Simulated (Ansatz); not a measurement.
This run works on a generated trial structure, not on a known crystal.

Input and command of a plane-wave DFT calculation in Ansatz:

```yaml
crystal:
  lattice:
    - [2.8064549118, 1.6203074988, 2.7610632339]
    - [-2.8064549118, 1.6203074988, 2.7610632339]
    - [0.0, -3.2406149976, 2.7610632339]
  atoms:
    - { symbol: Nb, position: [0.9999996651, 0.9999996651, 0.9999996651] }
    - { symbol: Fe, position: [0.703509999, 0.703509999, 0.703509999], spin: -2.91 }
    - { symbol: Fe, position: [0.296489361, 0.296489361, 0.296489361], spin: 2.91 }
    - { symbol: "N", position: [2.867e-07, 0.5000004015, 2.867e-07] }
    - { symbol: "N", position: [0.5000004015, 2.867e-07, 2.867e-07] }
    - { symbol: "N", position: [2.867e-07, 2.867e-07, 0.5000004015] }
basis:
  ecutwfc: 420
kpoints:
  mp_grid: { grid: [12, 12, 12] }
hamiltonian:
  xc: pbe
scf:
  occupations: { method: gaussian, width: 0.01 }
output:
  forces: true
  stress: true
  eigenvalues: true
  populations: true
magnetization:
  spin_polarized: true
relax:
  adjacent_minimum: "off"
  f_tol: 0.01
  max_steps: 80
  cell: { stress_tol: 0.05 }
```

```bash
ansatz run input.yaml --threads 1 --pin off --max-ram 2560MiB --backend cpu --events-out ev --progress --plain --runs-dir out
```

Processor: Intel(R) Xeon(R) 6975P-C (Granite Rapids), 1 thread, on a host shared with other jobs.

**Question.** How long does it run, and how much memory does it take?

**Answer.** About 4.1 min, peak memory 1.1 GiB. It solves 40 bands at 189 k points (after reduction by symmetry) with about 1461 plane waves (on the last cell), in 26 SCF iterations over 3 ionic steps.
